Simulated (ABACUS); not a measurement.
Consider a self-consistent single point of Ta (Im-3m, 2 atoms in the cell; from Materials Project mp-50, changed as shown).

```
Ta
1.0
    3.39935     0.00000     0.00000
    0.00000     3.39935     0.00000
    0.00000     0.00000     3.39935
Ta
2
Direct
  0.00000   0.00000   0.00000
  0.50000   0.50000   0.50000
```

All values come from this method and carry its errors: LDA (PW92), numerical atomic orbitals DZP (confined pseudo-atomic orbitals with Gaussian additions; energy shift 0.01 Ry), PseudoDojo 0.4 standard norm-conserving LDA (tails mended) pseudopotentials in ABACUS.

ABACUS settings:

```
setting                                                               value
---------------  ----------------------------------------------------------
basis                   DZP numerical atomic orbitals, energy shift 0.01 Ry
KPT                                                    Gamma 10 10 10 0 0 0
basis_type                                                             lcao
dft_functional                                                        PWLDA
ecutwfc                                                              100 Ry
smearing_method                                                          fd
smearing_sigma                                                0.00734986 Ry
potentials       PseudoDojo 0.4 standard norm-conserving LDA (tails mended)
symmetry                                                                  1
symmetry_prec                                                         1e-05
ks_solver                                                     scalapack_gvx
scf_nmax                                                                100
scf_thr                                                             1.0e-07
mixing_type                                                         broyden
```

Results:

- Number of valence electrons: 26
- Number of bands: 23
- Number of k-points after the program's reduction: 56
- Size of the basis: 52
- Number of SCF iterations: 8
- Free energy E − TS: -3545.8901 eV
- Fermi level (on the code's own zero): 16.38 eV
- Pressure: -22.48 GPa

Stress (GPa, positive for compression):
```
-22.48    0.00    0.00
  0.00  -22.48    0.00
  0.00    0.00  -22.48
```

For comparison: a first run was changed to give this one (lattice scaled by 1.02), and from it to this one the free energy rises by 130 meV/atom and the pressure goes from -13.72 to -22.48 GPa.

The atom-centred basis is finite, which shifts total energies and pressures against plane waves. The structure comes from a collection of computed structures, made at another level of theory; the collection holds predicted forms beside known ones. Its lattice was then scaled. At this pressure the cell is far from its equilibrium volume at this level.

Cost on one core: around 15 core-seconds (rough).

The atomic orbitals were generated for these runs; they are not ABACUS's published sets and were checked against plane waves on a few crystals only.

“Tails mended”: in these copies of the files the far tail of each local potential was reset to the Coulomb form.
